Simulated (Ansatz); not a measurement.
Input, command and steps of an Ansatz relaxation.

```yaml
crystal:
  lattice:
    - [4.7774370718, 0.0, 0.0]
    - [-2.3887185359, 4.1373818693, 0.0]
    - [0.0, 0.0, 3.036971602]
  atoms:
    - { symbol: In, position: [0.0, 0.0, 0.0] }
    - { symbol: Ga, position: [0.3333333333, 0.6666666667, 0.5] }
    - { symbol: Ga, position: [0.6666666667, 0.3333333333, 0.5] }
basis:
  ecutwfc: 420
kpoints:
  mp_grid: { grid: [6, 6, 6] }
hamiltonian:
  xc: pbe
scf:
  occupations: { method: gaussian, width: 0.1 }
  lower_state_search: "off"
output:
  forces: true
  stress: true
  eigenvalues: true
relax:
  adjacent_minimum: "off"
  f_tol: 0.04
  max_steps: 70
  cell: { stress_tol: 0.4 }
```

```bash
ansatz run input.yaml --threads 1 --pin off --max-ram 2560MiB --backend cpu --events-out ev --progress --plain --runs-dir out
```

Computed with Ansatz, DFT PBE, scalar-relativistic, plane waves, PAW.

Of 4 frames 4 are shown, positions in Å and forces in eV/Å; the SCF threshold varies from step to step. Steps run on the plane waves of an earlier cell, with a Pulay correction in the pressure. The basis is chosen afresh for the last frame, the zero of the energies, and at times for earlier ones too; energy and pressure step there, also at an unchanged geometry.

```xyz
3
Lattice="4.7774 0.0000 0.0000 -2.3887 4.1374 0.0000 0.0000 0.0000 3.0370" Properties=species:S:1:pos:R:3:forces:R:3 pbc="T T T" step=1 free_energy_over_end_meV_per_atom=37.89 pressure_GPa=5.15
In    0.0000    0.0000    0.0000    0.0000    0.0000    0.0000
Ga    0.0000    2.7583    1.5185    0.0000    0.0000    0.0000
Ga    2.3887    1.3791    1.5185    0.0000    0.0000    0.0000
3
Lattice="4.9799 0.0000 0.0000 -2.4900 4.3128 0.0000 0.0000 0.0000 3.0970" Properties=species:S:1:pos:R:3:forces:R:3 pbc="T T T" step=2 free_energy_over_end_meV_per_atom=3.50 pressure_GPa=-0.21
In    0.0000    0.0000    0.0000    0.0000    0.0000    0.0000
Ga    0.0000    2.8752    1.5485    0.0000    0.0000    0.0000
Ga    2.4900    1.4376    1.5485    0.0000    0.0000    0.0000
3
Lattice="5.0221 0.0000 0.0000 -2.5111 4.3493 0.0000 0.0000 0.0000 3.0403" Properties=species:S:1:pos:R:3:forces:R:3 pbc="T T T" step=3 free_energy_over_end_meV_per_atom=0.55 pressure_GPa=-0.15
In    0.0000    0.0000    0.0000    0.0000    0.0000    0.0000
Ga    0.0000    2.8995    1.5201    0.0000    0.0000    0.0000
Ga    2.5111    1.4498    1.5201    0.0000    0.0000    0.0000
3
Lattice="5.0221 0.0000 0.0000 -2.5111 4.3493 0.0000 0.0000 0.0000 3.0403" Properties=species:S:1:pos:R:3:forces:R:3 pbc="T T T" step=4 free_energy_over_end_meV_per_atom=0.00 pressure_GPa=-0.16
In    0.0000    0.0000    0.0000    0.0000    0.0000    0.0000
Ga    0.0000    2.8995    1.5201    0.0000    0.0000    0.0000
Ga    2.5111    1.4498    1.5201    0.0000    0.0000    0.0000
```

The start puts this composition into another compound's structure type, which needn't suit it. At the end the space group is P6/mmm (tolerance 0.05 Å).

Time: 13 s on 1 thread of Arm Neoverse V1, with other jobs on the host, peak memory 0.36 GiB.

The k mesh is coarse.